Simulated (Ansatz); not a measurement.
**Sn: stationary points along a deformation path**

Level of theory: DFT PBE, scalar-relativistic, plane waves, PAW (Ansatz 0.2.0). Cutoff 420 eV, Γ-centred 18×18×18 k-points, Gaussian smearing of 0.15 eV. No spin polarisation. Energies are free energies at this smearing, counted from the undisturbed cell; pressure is positive in compression.

The starting cell (as given, not relaxed at this level; it stands at 1.4 GPa):

```
Sn
1.0
    -2.94014    2.94014    1.59930
     2.94014   -2.94014    1.59930
     2.94014    2.94014   -1.59930
Sn
2
Cartesian
  0.0000 2.9401 0.7997
  0.0000 0.0000 0.0000
```

At fixed volume and fractional coordinates, lengths along (0.000, 0.000, 1.000) are scaled against those across it; ρ is that ratio over its starting value. V = 27.650 Å³/atom. Δσ is the stress along the axis less the mean stress across it (compression positive).

| ρ | ΔE (meV/atom) | Δσ (GPa) | space group |
| --- | --- | --- | --- |
| 0.800 | 244.4 | 22.79 | I4_1/amd |
| 0.850 | 116.6 | 14.61 | I4_1/amd |
| 0.920 | 23.0 | 5.76 | I4_1/amd |
| 0.960 | 5.0 | 2.14 | I4_1/amd |
| 1.000 | 0.0 | -0.12 | I4_1/amd |
| 1.050 | 9.1 | -3.04 | I4_1/amd |
| 1.100 | 30.8 | -4.94 | I4_1/amd |
| 1.200 | 94.6 | -7.68 | I4_1/amd |
| 1.300 | 169.9 | -8.43 | I4_1/amd |

Problem. How does the stress give the slope of the energy, and where is the energy stationary?

Solution. Along the path d ln(length) is 2/3 d ln ρ on the axis and −1/3 d ln ρ across it, so dE/d ln ρ = −(2/3) V Δσ: the energy falls with ρ where Δσ is positive. Δσ vanishes or changes sign between ρ = 0.960 and 1.000, a minimum (near 1.00 by linear interpolation). Pairs of stationary points between two samples would go unseen, and could change a minimum read from distant neighbours into a maximum.

Problem. Integrate that slope from ρ = 1 to 0.850 by the trapezoid rule.

Solution. With V/N in Å³ and 1 eV/Å³ = 160.2 GPa the slopes at ρ = 1.000, 0.960, 0.920, 0.850 are 13, -246, -663, -1681 meV/atom per unit of ln ρ. The steps add 4.7 + 19.3 + 92.7 = 116.8 meV/atom, against 116.6 from the energies; the trapezoid rule misses the curvature of the slope within each step.

In a metal these slopes depend on the k mesh and the smearing.